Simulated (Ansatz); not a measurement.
Co (hcp, Mg type)

```xyz
2
Lattice="2.4939 0.0000 0.0000 -1.2470 2.1598 0.0000 0.0000 0.0000 4.0317" Properties=species:S:1:pos:R:3 pbc="T T T"
Co     0.0000     1.4399     3.0238
Co     1.2470     0.7199     1.0079
```

In each cell atom 2 (Co, nearest neighbour Co at 2.477 Å; its periodic images, 2.5 Å or more away, move with it) moves by s·(0.707, 0.707, 0.000) (along Cartesian [110]), the rest being held.

Computed with PBE (plane waves to 420 eV, PAW, scalar-relativistic; Ansatz, a program for electronic structure). k mesh 17×17×9 (Γ-centred), Fermi-Dirac smearing 0.05 eV. E stands for the smeared free energy. With partly filled bands, energies and forces of such displacements shift with the k mesh and the smearing. On this mesh the relaxed cell isn't quite at rest: it carries a pressure of 0.2 GPa (compression positive) at the zero of the scan. Co was relaxed with its symmetry unable to fall. Relaxed Co ends ferromagnetic. The PAW data are Ansatz's earlier set. Other magnetic orders were not checked, so this need not be the ground state. ΔE is measured from the undisplaced structure. The last digit holds for this mesh only.

```json
[
 {"s (Å)": "-0.250", "ΔE (meV/cell)": "68.8"},
 {"s (Å)": "-0.200", "ΔE (meV/cell)": "44.8"},
 {"s (Å)": "-0.150", "ΔE (meV/cell)": "25.7"},
 {"s (Å)": "-0.100", "ΔE (meV/cell)": "11.7"},
 {"s (Å)": "-0.050", "ΔE (meV/cell)": "3.0"},
 {"s (Å)": "0.000", "ΔE (meV/cell)": "0.0"},
 {"s (Å)": "0.050", "ΔE (meV/cell)": "3.1"},
 {"s (Å)": "0.100", "ΔE (meV/cell)": "12.2"},
 {"s (Å)": "0.150", "ΔE (meV/cell)": "27.4"},
 {"s (Å)": "0.200", "ΔE (meV/cell)": "49.0"},
 {"s (Å)": "0.250", "ΔE (meV/cell)": "77.5"}
]
```

Question: What force constant k = d²E/ds² at s = 0 does the table give?

Answer: 2.4 eV/Å². It is the second difference of the nearest points, corrected with the next pair.

Question: With k = 2.43 eV/Å² from the forces, is the well harmonic out to s = 0.250 Å?

Answer: ½ks² = 76 meV/cell against the computed 78 meV/cell, so the well is close to harmonic there.

(A displaced cell: forces are minus the slopes of the energy, force constants its curvatures, and phonons follow from these.)
